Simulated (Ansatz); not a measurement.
P:
Space group I4₁32 (No. 214); a = b = c = 6.025 Å, α = β = γ = 90.00°

| atom | site | symmetry | x | y | z |
|---|---|---|---|---|---|
| P | 8a | .32 | 0.1250 | 0.1250 | 0.1250 |
(The calculation used a cell of 4 atoms; values per cell refer to that cell.)

Relaxed with PBEsol.

Task: Which orbitals make up the states near the Fermi level in plane-wave PAW PBEsol (Ansatz code)?

Result: Within 0.5 eV of the Fermi level: P 3p 70 %, P 3s 25 %, outside the projected shells 5 %. Projections are on Löwdin-orthogonalised atomic valence shells; empty p or d shells of many metals are not among them.

Task: Tabulate the density of states.

Result: States/eV per cell of 4 atoms, in 0.25 eV bins, energy from the Fermi level.

| E (eV) | total | P 3p | P 3s |
|---|---|---|---|
| -7.85 | 0.92 | 0.60 | 0.31 |
| -7.60 | 0.69 | 0.46 | 0.22 |
| -7.35 | 0.55 | 0.38 | 0.16 |
| -7.10 | 0.44 | 0.32 | 0.11 |
| -6.85 | 0.34 | 0.26 | 0.07 |
| -6.60 | 0.26 | 0.21 | 0.05 |
| -6.35 | 0.19 | 0.16 | 0.02 |
| -6.10 | 5.57 | 5.45 | 0.02 |
| -5.85 | 3.02 | 2.95 | 0.02 |
| -5.60 | 5.31 | 5.20 | 0.03 |
| -5.35 | 2.19 | 2.15 | 0.01 |
| -5.10 | 0.00 | 0.00 | 0.00 |
| -4.85 | 0.00 | 0.00 | 0.00 |
| -4.60 | 0.00 | 0.00 | 0.00 |
| -4.35 | 0.00 | 0.00 | 0.00 |
| -4.10 | 0.00 | 0.00 | 0.00 |
| -3.85 | 0.00 | 0.00 | 0.00 |
| -3.60 | 0.00 | 0.00 | 0.00 |
| -3.35 | 0.00 | 0.00 | 0.00 |
| -3.10 | 0.25 | 0.22 | 0.02 |
| -2.85 | 3.25 | 2.93 | 0.26 |
| -2.60 | 4.00 | 3.59 | 0.34 |
| -2.35 | 5.03 | 4.04 | 0.89 |
| -2.10 | 4.47 | 4.02 | 0.35 |
| -1.85 | 3.82 | 3.51 | 0.23 |
| -1.60 | 2.41 | 2.27 | 0.08 |
| -1.35 | 0.67 | 0.64 | 0.01 |
| -1.10 | 0.11 | 0.10 | 0.00 |
| -0.85 | 0.25 | 0.23 | 0.01 |
| -0.60 | 1.92 | 1.73 | 0.10 |
| -0.35 | 3.33 | 2.78 | 0.40 |
| -0.10 | 2.68 | 1.95 | 0.60 |
| 0.15 | 2.95 | 1.74 | 1.04 |
| 0.40 | 2.45 | 1.31 | 0.96 |
| 0.65 | 1.26 | 0.69 | 0.46 |
| 0.90 | 0.69 | 0.38 | 0.24 |
| 1.15 | 0.33 | 0.19 | 0.11 |
| 1.40 | 0.12 | 0.07 | 0.04 |
| 1.65 | 0.02 | 0.01 | 0.01 |
| 1.90 | 1.43 | 0.90 | 0.32 |
| 2.15 | 2.49 | 1.57 | 0.54 |
| 2.40 | 2.03 | 1.27 | 0.41 |
| 2.65 | 2.58 | 1.61 | 0.48 |
| 2.90 | 4.40 | 2.56 | 0.69 |
| 3.15 | 3.63 | 2.00 | 0.50 |
| 3.40 | 1.46 | 0.74 | 0.19 |
| 3.65 | 1.47 | 0.66 | 0.16 |
| 3.90 | 2.31 | 1.02 | 0.25 |
| 4.15 | 2.20 | 0.94 | 0.21 |
| 4.40 | 1.08 | 0.45 | 0.06 |
| 4.65 | 3.34 | 1.46 | 0.23 |

Space group I4_132. The start of the workflow was typed in or built on a structure type; neither database checked (COD, Materials Project) lists it. It is not the phase usual at ambient conditions (space group No. 64). The cell was relaxed with PBEsol under the symmetry of its start. At this level the phase is dynamically unstable (imaginary phonons). The volume moved by 30 % from the start of the relaxation.

Potentials: the earlier of the program's two PAW sets. The files were generated under PBE; for other functionals the program regenerates the frozen cores, and for LDA and PBEsol the local potential too.
